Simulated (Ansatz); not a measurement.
BeAg:
```
CELL_PARAMETERS angstrom
      2.90959     0.00000     0.00000
      0.00000     2.90959     0.00000
      0.00000     0.00000     2.90959
ATOMIC_POSITIONS crystal
  Be 0.00000 0.00000 0.00000
  Ag 0.50000 0.50000 0.50000
```

Relaxed with PBEsol. Special points in fractions of this cell's reciprocal vectors: Γ (0.000, 0.000, 0.000); X (0.000, 0.500, 0.000); M (0.500, 0.500, 0.000); R (0.500, 0.500, 0.500).

List the band energies nearest the Fermi level at these points for the program Ansatz at the PBEsol level (PAW).

In eV from the Fermi level; about four levels below and three above (degenerate sets whole), none deeper than 8.9 eV; points with the same levels are listed once.

```csv
k,below,above
Γ,-6.76 -6.76 -4.56 -4.56 -4.56,4.59 4.59 4.59
X,-5.54 -5.54 -5.08 -4.47 -2.29,8.69 8.69 10.86
M,-5.23 -5.23 -3.80 -2.28 -2.28,3.03 3.68 8.08
R,-7.19 -7.19 -7.19 -3.76 -3.76,3.94 4.23 4.23 4.23
```

Space group Pm-3m (CsCl type). The start of the workflow was typed in or built on a structure type; neither database checked (COD, Materials Project) lists it. Its standing as an ambient phase is unchecked. The PBEsol relaxation kept the symmetry of its start; its stability against distortions is not shown here. The run is not spin-polarised. Scalar-relativistic: spin–orbit coupling is off unless named, which matters more the heavier the elements.

Potentials: the later of the program's two PAW sets.
